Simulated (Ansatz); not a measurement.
A geometry of MoS₂ away from equilibrium: step 27 of the relaxation of a generated cell, MoS2 built in the AFLOW prototype A2B_oP12_62_2c_c (C25, as in HgCl2). Calculation: r2SCAN (plane waves to 500 eV, PAW, scalar-relativistic; Ansatz, a program for electronic structure). Γ-centred k-mesh 2×4×5 on the run's cell (coarser than for final values), Fermi–Dirac smearing 0.05 eV.

```xyz
12
Lattice="12.2062 0.0000 0.0000 0.0000 3.1557 0.0000 0.0000 0.0000 5.4796" Properties=species:S:1:pos:R:3 pbc="T T T"
Mo     4.5834     2.3667     3.6274
Mo    10.6865     2.3667     4.5920
Mo     7.6228     0.7889     1.8522
Mo     1.5197     0.7889     0.8876
S      2.6467     2.3667     2.1683
S      8.7498     2.3667     6.0511
S      9.5595     0.7889     3.3113
S      3.4564     0.7889    -0.5715
S     -0.2573     2.3667     1.2801
S      5.8458     2.3667     1.4597
S     12.4636     0.7889     4.1996
S      6.3605     0.7889     4.0199
```

Question: Which atoms carry the largest force, and which way does it point?

Answer: 0.02 eV/Å, on Mo1, Mo2, Mo3, Mo4, S9, S10, S11, S12 (atoms numbered as listed); on S9 its components are (0.00, 0.00, -0.02).

Question: What is the pressure?

Answer: +2.1 GPa, compression positive.

No spin polarisation in the result.

The run could not lose the symmetry of its start, so the end can be a saddle point.

The end of the path is a generated cell of MoS2: the first start was made by placing the elements on the sites of a structure type, and the end was not matched to a known phase here, so it may be hypothetical. Known forms of MoS2 include space group No. 160, 194.
